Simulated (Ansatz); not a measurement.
## Li₃Au₅, before and after

The guess for Li₃Au₅ was made by a generator: random cell by space group and Wyckoff sites (Im-3m, No. 229). Its size is a rough estimate.

start.xyz

```xyz
8
Lattice="-3.3513 3.3513 3.3513 3.3513 -3.3513 3.3513 3.3513 3.3513 -3.3513" Properties=species:S:1:pos:R:3 pbc="T T T"
Li    3.3513    0.0000    0.0000
Li    0.0000    3.3513    0.0000
Li    0.0000    0.0000    3.3513
Au    1.6757    1.6757    1.6757
Au    1.6757    1.6757   -1.6757
Au    1.6757   -1.6757    1.6757
Au   -1.6757    1.6757    1.6757
Au    0.0000    0.0000    0.0000
```

Method: Ansatz, DFT PBE, scalar-relativistic, plane waves, PAW. Cutoff 420 eV, Gaussian smearing, Γ-centred meshes. Cell and atoms relax first on a coarse mesh and then on a finer one. In between, the cell is made exact in the group found at 0.06 Å. In metals the finer mesh still leaves noise of several meV/atom or more. The steps can't lower the symmetry of their start. No spin polarisation.

end.xyz

```xyz
8
Lattice="-3.1990 3.1990 3.1990 3.1990 -3.1990 3.1990 3.1990 3.1990 -3.1990" Properties=species:S:1:pos:R:3 pbc="T T T"
Li    3.1990    0.0000    0.0000
Li    0.0000    3.1990    0.0000
Li    0.0000    0.0000    3.1990
Au    1.5995    1.5995    1.5995
Au    1.5995    1.5995   -1.5995
Au    1.5995   -1.5995    1.5995
Au   -1.5995    1.5995    1.5995
Au    0.0000    0.0000    0.0000
```

The symmetry stays Im-3m (No. 229). The volume per atom shrinks by 13.0 %, from 18.8 to 16.4 Å³. The shortest distance goes from 2.90 Å (Li–Au and Au–Au) to 2.77 Å (Li–Au and Au–Au).

```json
{
  "Volume per atom": "16.37 Å³",
  "Density": "12.75 g/cm³",
  "Formation energy": "−0.44 eV/atom",
  "Gap on the 8×8×8 mesh of the 8-atom cell": "0 eV (a metal)"
}
```

The zero of energy is the elements' standard structures at the same level; no fitted shifts are applied. A negative formation energy is needed for stability but isn't enough: competing phases decide.

The last run used Gaussian smearing of 0.10 eV. These runs have no spin–orbit coupling, which can matter for Au. Symmetry constrained the relaxation, so the result can be a saddle point. In all, the 3 runs took 48 s on 1 thread of Intel(R) Xeon(R) CPU @ 2.80GHz (Skylake/Cascade Lake) (shared host).
